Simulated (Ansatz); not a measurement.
An Ansatz input:

```yaml
crystal:
  lattice:
    - [4.5761069469, 0.0, 0.0]
    - [-2.2880534735, 3.9630248665, 0.0]
    - [0.0, 0.0, 2.8051535585]
  atoms:
    - { symbol: Au, position: [0.0, 0.0, 0.0] }
    - { symbol: Au, position: [0.3333333333, 0.6666666667, 0.5] }
    - { symbol: Au, position: [0.6666666667, 0.3333333333, 0.5] }
hamiltonian:
  xc: blyp
  pseudopotentials:
    kind: paw
    azcp:
      Au: "pseudopotentials/Au.paw.azcp"
basis:
  ecutwfc: 420
  fft_grid_basis: typed
kpoints:
  mp_grid: { grid: [8, 8, 11], shift: [0, 0, 0] }
magnetization:
  spin_polarized: false
scf:
  occupations: { method: fermi_dirac, width: 0.1 }
relax:
  max_steps: 60
  f_tol: 0.01
  cell: {}
```

Terminal output

```
Engine: ansatz 0.2.0, x86_64-unknown-linux-gnu
Pseudopotentials: kind: paw
Pseudopotential: Au, paw, valence charge 19, recommended cutoff 420 eV (normal) 
Functional definition: BLYP
  parameter beta = 0.0042
  parameter a = 0.04918
  parameter b = 0.132
  parameter c = 0.2533
  parameter d = 0.349
  exchange = b88_x(beta = beta)
  correlation = lyp_c(a = a, b = b, c = c, d = d)
Crystal: 3 atoms, lattice volume = 50.872 Å³
Basis set: ecut = 420 eV, 963 PW (Γ), exchange–correlation on 64×64×40 points (8 copies of the dense FFT grid, shifted against one another)
Bands: 35, of which v1, the nominal top of the filled ones, is band 29 counted from 1 (28 counted from 0)
Symmetry: 24 space group operations
Space group: P6/mmm (ITA 191), of the structure as read, at distance tolerance 3.7e-5 Å
k-points: 60 of 704
Non-local potential: Au, projectors of the file, l = 0: 3, l = 1: 2, l = 2: 2, l = 3: 1
PAW form: soft (Blöchl's): semilocal exchange-correlation on the pseudo side does not see the compensation charge
PAW frozen core: Au, regenerated for the run's functional, and the local potential with it (the file was generated under x = pbe(κ = 0.804, μ = 0.2195149727645171), c = pbe(β = 0.06672455060314922))
PAW one-centre angular grid: Au, 590 points (default); XC on 64 Gauss nodes
Initial density: superposition of atomic densities (neutral atoms: chi_scale 0, normalization atom), corrected by the library's trained network
Initial wavefunctions: pseudopotential atomic-orbital guess
Functional: x = b88, c = lyp
SCF iter   1: F=—  HF=-39527.339722 eV  |F-HF|=—  |Δ(HF+E_count)|=         —  Δρ=8.17e-3  dr2=3.46e-2  ethr=1.77e-3  ⟨swp⟩=5.7  Hψ=7327  notcnv=0  defer=12
SCF iter   2: F=—  HF=-39527.335568 eV  |F-HF|=—  |Δ(HF+E_count)|=   4.15e-3  Δρ=4.57e-3  dr2=9.65e-3  ethr=6.08e-5  ⟨swp⟩=1.1  Hψ=2658  notcnv=0  defer=17
SCF iter   3: F=—  HF=-39527.334543 eV  |F-HF|=—  |Δ(HF+E_count)|=   1.03e-3  Δρ=1.12e-3  dr2=3.99e-4  ethr=1.69e-5  ⟨swp⟩=2.1  Hψ=2760  notcnv=0  defer=17
SCF iter   4: F=—  HF=-39527.334733 eV  |F-HF|=—  |Δ(HF+E_count)|=   1.89e-4  Δρ=1.96e-4  dr2=1.20e-5  ethr=7.00e-7  ⟨swp⟩=2.2  Hψ=3164  notcnv=0  defer=17
SCF iter   5: F=—  HF=-39527.334777 eV  |F-HF|=—  |Δ(HF+E_count)|=   4.46e-5  Δρ=5.11e-5  dr2=1.14e-6  ethr=2.11e-8  ⟨swp⟩=2.1  Hψ=3224  notcnv=0  defer=17
...
SCF iter   1: F=—  HF=-39527.892937 eV  |F-HF|=—  |Δ(HF+E_count)|=         —  Δρ=2.06e-3  dr2=6.41e-5  ethr=1.15e-7  ⟨swp⟩=3.0  Hψ=12733  notcnv=0
SCF iter   2: F=—  HF=-39527.912643 eV  |F-HF|=—  |Δ(HF+E_count)|=   1.97e-2  Δρ=1.05e-3  dr2=1.62e-5  ethr=1.12e-7  ⟨swp⟩=2.0  Hψ=2795  notcnv=0
SCF iter   3: F=—  HF=-39527.919739 eV  |F-HF|=—  |Δ(HF+E_count)|=   7.10e-3  Δρ=4.75e-5  dr2=3.69e-7  ethr=2.84e-8  ⟨swp⟩=2.0  Hψ=3068  notcnv=0
SCF iter   4: F=—  HF=-39527.919747 eV  |F-HF|=—  |Δ(HF+E_count)|=   7.85e-6  Δρ=1.07e-5  dr2=3.20e-8  ethr=6.48e-10  ⟨swp⟩=2.9  Hψ=4065  notcnv=0
SCF iter   5: F=—  HF=-39527.919747 eV  |F-HF|=—  |Δ(HF+E_count)|=   1.71e-7  Δρ=2.48e-6  dr2=4.26e-9  ethr=5.61e-11  ⟨swp⟩=2.0  Hψ=3679  notcnv=0
SCF iter   6: F=—  HF=-39527.919747 eV  |F-HF|=—  |Δ(HF+E_count)|=  2.47e-10  Δρ=5.62e-7  dr2=2.34e-10  ethr=7.48e-12  ⟨swp⟩=2.1  Hψ=3012  notcnv=0
SCF iter   7: F=-39527.919747 eV  HF=-39527.919747 eV  |F-HF|=0.00e0  |Δ(HF+E_count)|=  2.91e-11  Δρ=8.22e-8  dr2=2.74e-12  ethr=1.00e-12  ⟨swp⟩=5.4  Hψ=8702  notcnv=0
SCF 6 converged in 7 iterations: F = -39527.919747 eV  dr2 = 2.74e-12
relax step   6: F+E_penalty+E_count = -39527.91974731 eV  Δ(F+E_penalty+E_count) = -2.863e-3 eV  max|allowed force component| = 2.313e-17 eV/Å  Δτ_max = 0.0000 Å  P = +0.002 GPa  Ω = 59.623 Å³  stress off target by 3.64e-2 GPa  SCF on the basis re-selected at this cell (its energy is not comparable with the rows above)  (7 SCF iters)
basis re-selected at this cell: Δ(F+E_penalty+E_count) = -2.863e-3 eV, ΔP = +0.004 GPa vs the last step (what re-selecting the basis moved, of the pressure what is left beyond the Pulay correction that the steps carried, after the strain that the cell walked since its last selection, with what the two solves' SCF thresholds leave and, on support functions, any second-order correction that the steps lacked; it is no measure of the basis error at this ecutwfc). The dense FFT grid was sized anew with the basis: this SCF ran on 36×36×20 points, the steps before it on 32×32×20, so part of this shift can come from that change (see relax.cell in the input reference). This SCF's stress stands 3.64e-2 GPa from its target on what of the cell is left free (relax.cell.stress_tol is 5.00e-2 GPa) and its largest allowed force component is 2.31e-17 eV/Å (relax.f_tol is 1.00e-2 eV/Å): within both
SCF converged after 7 iterations
Free energy (F): -39527.919747 eV
Harris-Foulkes:  -39527.919747 eV  (|F-HF|=0.00e0)
Internal energy: -39527.886174 eV  (E = F + TS)
E sigma→0 (E₀):  -39527.902960 eV
Entropy (-TS):   -0.033574 eV (-11.191 meV/atom)
Fermi energy:    17.172773 eV
--- Per-component energies (eV) ---
  E_band       = -784.622170
  E_kinetic    = 1812.770300
  E_local      = -5818.625394  (includes V_loc(G=0)·N_el)
  E_nonlocal   = 215.695857
  E_hartree    = 2446.029862
  E_xc         = -672.194794
  E_vxc        = -808.804431  (∫ρ·V_xc dr)
  E_paw        = -29210.398133  (= ΣΔE_a)
  E_vpaw       = -1077.722365  (= ΣTr[D̂ρ^β])
  E_aug_tail   = 0.004071  (compensation charges beyond the density's cutoff)
  E_ewald      = -8301.594819
  E_core_change = 0.426876  (= ΣΔE_core)
  E_smearing   = -0.033574  (= −TS)
  E_closure    = -0.000000  (closes the sum)
  Σ components = -39527.919747   (vs F -39527.919747, Δ=0.00e0)
--- Forces (eV/Å), atoms counted from 1 ---
  atom   1  Au     0.00000000    -0.00000000     0.00000000
  atom   2  Au     0.00000000    -0.00000000     0.00000000
  atom   3  Au     0.00000000     0.00000000     0.00000000
  max |Σ_I F_I| component: 9.25e-18 eV/Å
--- Stress (GPa, compression-positive) ---
        0.021111       0.000000       0.000000
        0.000000       0.021111       0.000000
        0.000000       0.000000      -0.036436
  P = ⅓ Tr σ = 0.0019 GPa (0.019 kbar)
--- Relaxed structure (5 steps of the walk, 5 accepted, 1 SCFs on fresh bases) ---
  F+E_penalty+E_count = -39527.91974731 eV   max|allowed force component| = 2.313e-17 eV/Å   (the final SCF, on the basis selected at the relaxed cell)
  cell:  # Å, volume = 59.6231 Å³
    - [4.8724498160204375, 3.073695054272233e-11, 0.0]
    - [-2.4362249080368374, 4.219665319323144, 0.0]
    - [0.0, 0.0, 2.899939360058398]
  atoms:
    - { symbol: Au, position: [1.520085389816e-34, -4.319775388936884e-35, 0.0] }
    - { symbol: Au, position: [0.33333333333333337, 0.6666666666666666, 0.49999999999999994] }
    - { symbol: Au, position: [0.6666666666666665, 0.3333333333333333, 0.49999999999999994] }
```
